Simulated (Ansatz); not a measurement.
# ZnCu: reading a single point

```
CELL_PARAMETERS angstrom
2.97340 2.97340 0.00000
0.00000 2.97340 2.97340
2.97340 0.00000 2.97340
ATOMIC_POSITIONS crystal
Cu 0.00000 0.00000 0.00000
Cu 0.50000 0.50000 0.50000
Zn 0.25000 0.25000 0.25000
Zn 0.75000 0.75000 0.75000
```

Single point in Ansatz 0.2.0 with LDA, with U_eff = 1.05 eV on Cu d (all-electron-ortho-atomic projectors), non-collinear spin. Cutoff 420 eV, PAW datasets, 7×7×7 Γ-centred k mesh, gaussian filling (width 0.0124 eV).

The state carries no moments; the state need not be the lowest.

Charges: Bader charges in e: Zn +0.17, Cu -0.17. In the mean Zn gives up most and Cu takes most.
Stress: The pressure is -12.9 GPa (compression positive), so with the atoms held at these fractions the cell would first shrink.
At the Fermi level: It is a metal, with about 0.9 states/eV a cell as the mean within 0.25 eV of the Fermi level.
Forces: The forces vanish by the symmetry of the sites.

Origin: a database entry at a rescaled volume. Caveats: atoms or cell far from equilibrium.
